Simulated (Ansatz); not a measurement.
The elements of this relaxed trial crystal are hidden behind letters.

```
lattice vectors (Å)
  -3.0069    3.0069    6.0081
   3.0069   -3.0069    6.0081
   3.0069    3.0069   -6.0081
fractional positions
X 0.5000 0.0000 0.5000
X 0.2567 0.2567 0.0000
X 0.0000 0.5000 0.5000
X 0.7433 0.7433 0.0000
Z 0.7500 0.2500 0.5000
Z 0.2500 0.7500 0.5000
Z 0.0000 0.0000 0.0000
Q 0.5000 0.5000 0.0000
```

These are results of Ansatz 0.2.0, DFT PBE, scalar-relativistic, plane waves, PAW, not measurements. The final run on the 8-atom cell used 420 eV, a Γ-centred 8×8×8 mesh, 0.02 eV smearing and no spin polarisation.

```
Space group                              : I4/mmm (No. 139)
Conventional cell                        : a = 6.014 Å, c = 12.016 Å
Volume per atom                          : 27.16 Å³
Density                                  : 5.68 g/cm³
Energy over the elements                 : −0.420 eV/atom
Gap on the 8×8×8 mesh of the 8-atom cell : 0.14 eV
```

Energies are uncorrected and count from the elements' standard states at the same level.

Problem. X is a p-block element of period 5, Z is a p-block element of period 4 and Q is a p-block element of period 3. Which elements are they?

Solution. X = Sn, Z = Se, Q = S, so the formula is Sn4Se3S. Density times volume gives a mean mass of 5.68 × 27.16/1.6605 = 92.9 u per atom, and this set has 93.0 u. Sn on a site of symmetry mmm is surrounded by 4 Se at 3.00–3.01 Å and 2 S at 3.01 Å; Se on a site of symmetry -4m2 is surrounded by 6 Sn at 3.00–3.01 Å; around S lie 6 Sn at 2.92–3.01 Å; 2 more sites not described. Other sets within the hints have nearly the same mass, so mass alone doesn't settle it; this one was computed.

Kohn–Sham gaps at this level usually fall short of measured ones. A later test with randomly moved atoms led to a structure 6 meV/atom lower, so this end is a saddle point or a shallow minimum.
